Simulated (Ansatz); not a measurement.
**Notes on VClO**

```
CELL_PARAMETERS angstrom
3.82986 3.34353 0.00000
3.82986 -3.34353 0.00000
0.00000 0.00000 8.01434
ATOMIC_POSITIONS crystal
V 0.25000 0.75000 0.11480
V 0.75000 0.25000 0.11480
V 0.25000 0.25000 0.88520
V 0.75000 0.75000 0.88520
Cl 0.00000 0.00000 0.32790
Cl 0.50000 0.50000 0.32790
Cl 0.00000 0.50000 0.67210
Cl 0.50000 0.00000 0.67210
O 0.00000 0.00000 0.95420
O 0.50000 0.50000 0.95420
O 0.00000 0.50000 0.04580
O 0.50000 0.00000 0.04580
```

Method: r2SCAN, collinear spin; PAW, plane waves to 500 eV, 4×4×3 Γ-centred mesh, fermi-dirac occupations (width 0.1 eV) (Ansatz 0.2.0), atoms fixed.

Magnetic state (reached from a saved solution, and it need not be the lowest): V1 up, V2 down, V3 down, V4 up.

(1) How is the charge shared?

(2) What does the stress say?

(3) What do density and ELF say about some of the short contacts?

(4) Is it stable against the elements?

(5) Which orbitals make up the band edges?

(6) How large are the moments?

(7) Is there a gap, and of what kind?

Origin: a database entry at a rescaled volume.

## Answers

(1) Bader charges in e: V +1.88, Cl -0.62, O -1.26. In the mean V gives up most and O takes most.

(2) The pressure is -3.6 GPa (compression positive), so with the atoms held at these fractions the cell would first shrink. The principal stresses -5.4, -3.3, -2.2 GPa differ, so its shape would change too.

(3) V–O at 1.99 Å: least valence density 0.60 e/Å³ and ELF 0.17 there. Cl–V at 2.39 Å: least valence density 0.40 e/Å³ and ELF 0.17 there. These are pseudo-fields; inside the PAW spheres they differ from the all-electron ones.

(4) -2.21 eV an atom against the elements' usual phases (free molecules for gases, crystals otherwise, with no correction for O₂ or N₂), so it is bound against them; other compounds may still compete. Relaxing would lower it.

(5) Within 0.7 eV of the edges, the states project mainly on V d (82 %) below the gap and on V d (87 %) above it.

(6) V1 +1.84, V2 -1.84, V3 -1.84, V4 +1.84 μB of spin moment in Bader basins; net size 0.00 μB a cell.

(7) The gap is 0.91 eV, indirect or between spins (the least direct gap found is 0.95 eV).
